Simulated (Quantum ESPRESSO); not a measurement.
# Computed records: Hf2TiInIrRu3 (simulated cell)

Computed with Quantum ESPRESSO 7.5. Calculation on a made-up metal alloy cell, not a measurement: no spin or spin-orbit, unrelaxed, 2900 K smearing, stress positive in tension, cell energy less fitted offsets; periodic Kohn-Sham density functional theory in plane waves with PseudoDojo standard norm-conserving scalar-relativistic pseudopotentials, each functional with its own files (v0.5 for PBE, v0.4.1 for LDA and PBEsol), eight atoms on drawn sites of a strained close-packed or body-centred lattice, each displaced and held fixed; the energy is the cell's free energy, ions and the entropy term -TS included, at the stated Fermi-Dirac width, less a fixed offset for each atom's element (shifted free energy); compositions with an open d shell lost a parallel starting moment in a cheaper test run, and other magnetic orders were not tried; an error bar is the largest change of its kind in a tighter rerun, never given below 0.002 eV, 0.02 GPa or 0.003 eV/angstrom, and covers cutoff and k-mesh only, not smearing or the files.

Entry: Hf2TiInIrRu3 (simulated cell)

```
Hf2TiInIrRu3
1.0
     -0.0295     5.0881    -0.0492
      2.9148    -0.0625     4.5734
      2.8859     0.0285    -4.5553
Hf Ru Ir Ru Ti Hf In Ru
1 1 1 1 1 1 1 1
Direct
  -0.00493 -0.00478 -0.00060
  0.00142 0.48647 0.49665
  0.34188 0.25966 0.75822
  0.33793 0.75733 0.25583
  0.48839 0.24956 0.25638
  0.50744 0.75316 0.73223
  0.83341 0.00857 0.50394
  0.83128 0.48627 0.00615
```

```
lattice type             : hexagonal close-packed
functional               : pbe
cutoff                   : 1143 eV
fermi dirac smearing     : 0.25 eV
electrons removed        : 0
run command              : mpirun -np 4 pw.x -nk 4 -in in
run processor            : Intel Xeon, 2023 or later, virtual cores
k mesh                   : 5 x 5 x 5 shifted half a step off Gamma on each axis
entropy term negative ts : -1.689 eV
pressure                 : 0.37 GPa
stress xx                : 0.9 GPa
stress yy                : 0.34 GPa
stress zz                : -2.34 GPa
stress yz                : -1.84 GPa
stress xz                : 5.06 GPa
stress xy                : -1.93 GPa
shifted free energy      : -1.498 eV
```

Atoms:
```
atoms element  atom site  atom energy offset (eV)
           Hf          1                 -1535.13
           Ru          2                 -2750.51
           Ir          3                 -3133.86
           Ru          4                 -2750.51
           Ti          5                  -1615.4
           Hf          6                 -1535.13
           In          7                 -1808.02
           Ru          8                 -2750.51
```

Forces:
```
site  x (eV/Å)  y (eV/Å)  z (eV/Å)
   1     0.226     1.316    -0.051
   2     0.404     0.272     0.609
   3     0.692    -0.486    -0.027
   4     -0.79    -0.189     0.176
   5     0.292    -0.474     0.612
   6    -0.575    -1.384    -1.759
   7    -0.325     0.689     0.509
   8     0.076     0.256     -0.07
```

Notes: heavy elements are run without spin-orbit coupling, which real alloys of them have; a spin test at this wide smearing found no moment, but such smearing suppresses magnetism that the real alloy may have; lattice, volume and sites are drawn at random and may be unstable or far from any real phase; energies are for the whole cell, less offsets fitted to these runs, so they are not formation energies; error bars: energy 0.0037 eV, stress 0.03 GPa, force 0.0081 eV/Å, from a tighter rerun of a related cell, whose elements or sites may differ; 17 SCF iterations, 312 s of wall time on a shared machine.
